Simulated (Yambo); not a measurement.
A G0W0@LDA run in Yambo for PNO (space group I2_12_12_1, No. 24) (4×4×4 Γ-centred k mesh, 109 bands and a 7 Ry block in the screening, 109 bands in G with the Bruneval-Gonze terminator, plasmon pole fitted at 27.2 eV) gives these matrix elements, in eV, at the band edges ((-0.5, -0.5, -0.5) → Γ):

```json
[
 {"state": "valence edge", "E0": "0.000", "<Vxc>": "-16.965", "<Σx>": "-21.144", "<Σc(E0)>": "2.896", "Z": "0.812"},
 {"state": "conduction edge", "E0": "5.115", "<Vxc>": "-11.754", "<Σx>": "-6.534", "<Σc(E0)>": "-3.766", "Z": "0.848"}
]
```

### Question
Solve the linearised quasiparticle equation for both states, give the gap, and say how exchange and correlation each act on it.

### Answer
E = E0 + Z(Σx + Σc − Vxc). Valence: 0.000 + 0.812 × (-21.144 + (2.896) − (-16.965)) = -1.04 eV. Conduction: 5.115 + 0.848 × (-6.534 + (-3.766) − (-11.754)) = 6.35 eV. The gap is 7.39 eV, against 5.11 eV in LDA. Replacing Vxc by bare exchange alone would open it by 9.40 eV; correlation takes back 6.66 eV of that, and Z scales what is left. Convergence of the G0W0 settings was not tested. 

Geometry of the Materials Project entry, not relaxed at this level; primitive cell a = b = c = 4.7870 Å, α = 124.64°, β = 120.14°, γ = 85.96°.

The structure is a Materials Project entry; no match was found in the copy of COD used, and its stability was not checked.
